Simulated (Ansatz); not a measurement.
Mg2H6Os:
```xyz
9
Lattice="0.0000 3.3219 3.3219 3.3219 0.0000 3.3219 3.3219 3.3219 0.0000" Properties=species:S:1:pos:R:3 pbc="T T T"
Mg     4.9828     4.9828     4.9828
Mg     1.6609     1.6609     1.6609
H      3.3219     3.3219     4.9603
H      3.3219     3.3219     1.6835
H      4.9603     3.3219     3.3219
H      1.6835     3.3219     3.3219
H      3.3219     4.9603     3.3219
H      3.3219     1.6835     3.3219
Os     0.0000     0.0000     0.0000
```

Cartesian axes are those of the cell as given.

Question: Give the high-frequency dielectric tensor and the Born effective charge tensors of the independent atoms from DFPT, the program Ansatz at the r²SCAN level (PAW).

Answer: 
ε∞:
```
4.68  0.00  0.00
0.00  4.68  0.00
0.00  0.00  4.68
```
Z* of atom 1 (Mg), rows: field, columns: displacement, in e:
```
2.15  0.00  0.00
0.00  2.15  0.00
0.00  0.00  2.15
```
Z* of atom 3 (H), rows: field, columns: displacement, in e:
```
 0.20   0.00   0.00
 0.00   0.20   0.00
 0.00   0.00  -0.72
```
Z* of atom 9 (Os), rows: field, columns: displacement, in e:
```
-3.65   0.00   0.00
 0.00  -3.65   0.00
 0.00   0.00  -3.65
```

Static charges for comparison (Bader): Mg1 +1.71, H3 -0.49, Os9 -0.49 e. Born charges measure polarisation by displacement and can exceed these by far.

Space group Fm-3m. The workflow started from a Materials Project entry (that database holds measured and hypothetical structures alike); the Crystallography Open Database copy checked does not list it. Its standing as an ambient phase is unchecked. Symmetry was held in the r²SCAN relaxation. At this level the phase is dynamically unstable (imaginary phonons). No spin polarisation was allowed. Spin–orbit coupling is left out wherever it is not named.

Potentials: the later of the program's two PAW sets.
